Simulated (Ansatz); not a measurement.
Cd:
```cif
data_Cd2
_chemical_formula_sum 'Cd2'
_space_group_name_H-M_alt 'P63/mmc'
_space_group_IT_number 194
_space_group_name_Hall '-P 6c 2c'
_cell_length_a 2.96872
_cell_length_b 2.96872
_cell_length_c 5.46864
_cell_angle_alpha 90.000
_cell_angle_beta 90.000
_cell_angle_gamma 120.000
loop_
_atom_site_label
_atom_site_type_symbol
_atom_site_symmetry_multiplicity
_atom_site_Wyckoff_symbol
_atom_site_fract_x
_atom_site_fract_y
_atom_site_fract_z
_atom_site_occupancy
Cd1 Cd 2 d 0.66667 0.33333 0.25000 1
```

Relaxed at zero pressure with PBEsol (plane waves, PAW; program Ansatz).

Question: The volume is raised by 3 % and shape and atoms relax at that volume. What pressure results, and how do the axes share the change?

Answer: -1.6 GPa; a 0.7 %, b 0.7 %, c 1.6 %; the energy rises by 3 meV/atom.

Question: Give the new structure.

Answer: 
Space group P6₃/mmc (No. 194); a = 2.9884 Å, b = 2.9884 Å, c = 5.5586 Å, α = 90.00°, β = 90.00°, γ = 120.00°

```json
[
 {"atom": "Cd", "site": "2d", "symmetry": "-6m2", "x": "0.6667", "y": "0.3333", "z": "0.2500"}
]
```

The phase is kept; no other phase was compared at this pressure.

Space group P6_3/mmc (hcp (Mg type)). The cell was relaxed with PBEsol under the symmetry of its start. Axis ratios of metals converge slowly with the k-mesh, so a and c are less sure than the volume.

Potentials: the later of the program's two PAW sets.
